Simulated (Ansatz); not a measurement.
**TiAl**

```xyz
2
Lattice="2.8373 0.0000 0.0000 0.0000 2.8373 0.0000 0.0000 0.0000 4.0591" Properties=species:S:1:pos:R:3 pbc="T T T"
Ti    0.0000    0.0000    0.0000
Al    1.4186    1.4186    2.0295
```

Atom numbers follow the list: Ti1, Al2.

The geometry is COD entry 1532769, unchecked; take it as a test cell.

Spin polarisation is left out, and whether a magnetic state lies lower isn't shown here.

Levels of theory: DFT, PBEsol, all-electron LAPW, scalar-relativistic (Ansatz 0.2.0); DFT, PBEsol, PAW with Ansatz's default frozen-core files, scalar-relativistic (Ansatz 0.2.0).

For LAPW: a Γ-centred 12×12×8 k mesh, Fermi–Dirac smearing of 0.05 eV, basis error target 1 meV/atom, no spin polarisation. PAW takes a cutoff of 420 eV at this cell (files made with PBE, cores remade for this functional). The Ansatz runs share mesh, smearing and spin set-up. Values come from LAPW unless marked.

```json
{
  "Bader charges (from the PAW run)": "Ti1 +0.63, Al2 -0.63 e",
  "Pressure at this cell": "-3.98 GPa",
  "Stress xx, yy, zz (compression positive)": "-4.16, -4.16, -3.61 GPa",
  "Volume per atom": "16.34 Å³"
}
```

(1) Give the computed value. Löwdin charges (with 0.07 e of the cell spilling out of the atomic basis, so their sizes and signs hang on that basis).

(2) Predict this quantity. Density of states at the Fermi level (0.2 eV bin).

(3) Predict this quantity. Band gap.

Results:

(1) Ti1 0.55, Al2 -0.48 e.

(2) 1.86 states/eV per cell.

(3) none: with an odd electron count and no spin polarisation the bands can't all be full, a metal in this set-up (spin order or a larger cell could open a gap).
